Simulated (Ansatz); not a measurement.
Relaxing a structure of Hf

The start is a generated trial cell of Hf in the AFLOW prototype A_hR3_166_ac (C19, as in Sm). A full variable-cell relaxation at zero pressure is run with PBEsol (plane waves to 420 eV, PAW, scalar-relativistic; Ansatz, a program for electronic structure). The first steps use a coarse 12×12×12 k-mesh.

Starting cell:
```
CELL_PARAMETERS angstrom
      1.59027     0.91814     7.68682
     -1.59027     0.91814     7.68682
      0.00000    -1.83628     7.68682
ATOMIC_POSITIONS crystal
  Hf 0.00000 0.00000 0.00000
  Hf 0.22222 0.22222 0.22222
  Hf 0.77778 0.77778 0.77778
```

### Question
What pressure does the first self-consistent step give?

### Answer
-3.8 GPa (negative: the cell is under tension).

### Question
Which atoms feel the largest initial force, and how large is it?

### Answer
0.08 eV/Å, on Hf2, Hf3 (atoms numbered as listed).

### Question
By how much does the energy per atom fall from start to end?

### Answer
0.01 eV/atom.

### Question
How do the shortest distances between atoms change?

### Answer
The closest pairs of elements (up to four, under 3.6 Å), start → end: Hf–Hf 3.15 → 3.10 Å.

### Question
Is the relaxed structure metallic? Give its gap.

### Answer
Zero (metallic).

### Question
Give the final cell and atomic positions.

### Answer

Space group R-3m, hexagonal axes (No. 166); a = b = 3.1521 Å, c = 22.6548 Å, α = β = 90.00°, γ = 120.00°

| atom | site | symmetry | x | y | z |
|---|---|---|---|---|---|
| Hf | 3a | -3m | 0.0000 | 0.0000 | 0.0000 |
| Hf | 6c | 3m | 0.0000 | 0.0000 | 0.2226 |
(The calculation used a cell of 3 atoms; values per cell refer to that cell.)

The space group stays R-3m (No. 166) (the run could not lower it); the end is AFLOW prototype A_hR3_166_ac (C19, as in Sm), with 3 atoms in the primitive cell. Final values are on a 17×17×17 k-mesh of the relaxed cell. No spin polarisation in the result.

The run could not lose the symmetry of its start; a randomly shaken copy of 6 atoms returns to this structure.

The relaxed structure here is a generated cell of Hf: the first start was made by placing the elements on the sites of a structure type, and the end was not matched to a known phase here, so it may be hypothetical. Known forms of Hf include space group No. 194.
